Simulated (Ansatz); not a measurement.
Starting cell, Hf (hcp, Mg type):

```
CELL_PARAMETERS angstrom
      6.40842     0.00000     0.00000
     -1.60210     2.77493     0.00000
      0.00000     0.00000     5.06906
ATOMIC_POSITIONS crystal
  Hf 0.16667 0.66667 0.75000
  Hf 0.66667 0.66667 0.75000
  Hf 0.33333 0.33333 0.25000
  Hf 0.83333 0.33333 0.25000
```

The atoms are displaced by Q × the pattern below (from a DFPT mode at M = (0.5, 0.0, 0.0), largest move 1; Q in Å), at fixed cell. (q is in reciprocal vectors of the primitive cell; the cell shown is doubled to hold the pattern.)

```tsv
atom	x	y	z
Hf1	-0.866	-0.500	0.000
Hf2	0.866	0.500	0.000
Hf3	-0.866	-0.500	0.000
Hf4	0.866	0.500	0.000
```

Computed with PBE (plane waves to 420 eV, PAW, scalar-relativistic; Ansatz, an electronic-structure program). k mesh 17×17×9 (Γ-centred), Fermi-Dirac smearing 0.05 eV. Energies are smeared free energies. Compression counts positive. With partly filled bands, energies and forces of such displacements shift with the k mesh and the smearing. Hf is run without spin polarisation. Hf was relaxed with its symmetry unable to fall. Spin-orbit coupling is left out, though Hf is heavy. ΔE is measured from the undisplaced structure.

| Q (Å) | ΔE (meV/cell) | −dE/dQ from forces (eV/Å) | P (GPa) |
|---|---|---|---|
| -0.180 | (withheld) | 7.890 | 4.0 |
| -0.150 | (withheld) | 6.425 | 2.8 |
| -0.120 | 320 | 5.110 | 1.8 |
| -0.090 | 185 | 3.921 | 1.0 |
| -0.060 | (withheld) | 2.744 | 0.5 |
| -0.030 | (withheld) | 1.423 | 0.1 |
| 0.000 | 0 | 0.000 | 0.0 |
| 0.030 | (withheld) | -1.423 | 0.1 |
| 0.060 | (withheld) | -2.744 | 0.5 |
| 0.090 | 185 | -3.921 | 1.0 |
| 0.120 | 320 | -5.110 | 1.8 |
| 0.150 | (withheld) | -6.425 | 2.8 |
| 0.180 | (withheld) | -7.890 | 4.0 |

Question: Complete the blanks.

Answer: 
- -0.180, ΔE (meV/cell): 707
- -0.150, ΔE (meV/cell): 492
- -0.060, ΔE (meV/cell): 84
- -0.030, ΔE (meV/cell): 21
- 0.030, ΔE (meV/cell): 21
- 0.060, ΔE (meV/cell): 84
- 0.150, ΔE (meV/cell): 492
- 0.180, ΔE (meV/cell): 707

(A displaced cell: forces are minus the slopes of the energy, force constants its curvatures, and phonons follow from these.)
